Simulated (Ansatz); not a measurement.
Relaxed-ion elastic tensor of CuAu (L1₀ or tetragonal B2, P4/mmm) in GPa (Voigt order), PBEsol in the plane-wave PAW code Ansatz; density 15.22 g/cm³, 14.21 Å³ per atom.

```
     1    2    3     4     5     6
-  ---  ---  ---  ----  ----  ----
1  201  151  163   0.0   0.0   0.0
2  151  201  163   0.0   0.0   0.0
3  163  163  180   0.0   0.0   0.0
4  0.0  0.0  0.0  76.4   0.0   0.0
5  0.0  0.0  0.0   0.0  76.4   0.0
6  0.0  0.0  0.0   0.0   0.0  46.0
```

Q: Is the crystal mechanically stable?

A: Yes: the smallest eigenvalue of C is 19.6 GPa.

Q: Work out the Voigt, Reuss and Hill averages.

A: K_V = 171, K_R = 171, K_H = 171; G_V = 46.7, G_R = 26.3, G_H = 36.5 GPa.

Q: Give Young's modulus, Poisson's ratio, Pugh's ratio and the universal anisotropy index.

A: E = 9KG/(3K + G) = 102 GPa; ν = 0.40; K/G = 4.67 (ductile by the Pugh limit of 1.75); A_U = 5G_V/G_R + K_V/K_R − 6 = 3.87.

Q: Estimate the sound speeds and the Debye temperature.

A: v_l = √((K + 4G/3)/ρ) = 3800 m/s, v_t = √(G/ρ) = 1550 m/s, mean 1750 m/s; Θ = (h/k)(3n/4πV)^(1/3) v_m = 216 K.

Q: Solve the Christoffel equation for the three sound speeds along x, y, z.

A: Eigenvalues of C_ijkl n_j n_l equal ρv². In km/s, slowest first: x 1.74, 2.24, 3.64; y 1.74, 2.24, 3.64; z 2.24, 2.24, 3.44.

Q: How much does each axis shrink under pressure?

A: Linear compressibilities β_i = Σ_j S_ij (j = 1 to 3): x 1.7, y 1.7, z 2.5 per TPa.

The cell was relaxed with PBEsol under the symmetry of its start; of distortions, only those at the zone centre were tested. The run is not spin-polarised. As this level gives no gap, shear constants depend on the k-mesh and smearing (Fermi–Dirac, 0.1 eV here). Scalar-relativistic: spin–orbit coupling is off unless named, which matters more the heavier the elements.

Potentials: the later of the program's two PAW sets.
